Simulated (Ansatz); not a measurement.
Each is relaxed and computed with r²SCAN in the plane-wave PAW code Ansatz. Which alone has a direct gap?
A. CaO, rock salt
B. Ga2O3, bixbyite
C. In2O3, corundum
D. SnO2, rutile

D, SnO2, rutile. SnO2: gap 1.77 eV (direct); In2O3: gap 1.80 eV (indirect); CaO: gap 4.20 eV (indirect); Ga2O3: gap 3.25 eV (indirect). Constructed cells (a structure type filled with these elements, in neither database checked): Ga2O3, bixbyite. Not the usual ambient phase: In2O3, corundum; Ga2O3, bixbyite. All cells were relaxed under the symmetry of their starts (and spin orders); stability against distortions was not tested throughout. Spin–orbit coupling is left out wherever it is not named.

Potentials: the later of the program's two PAW sets.
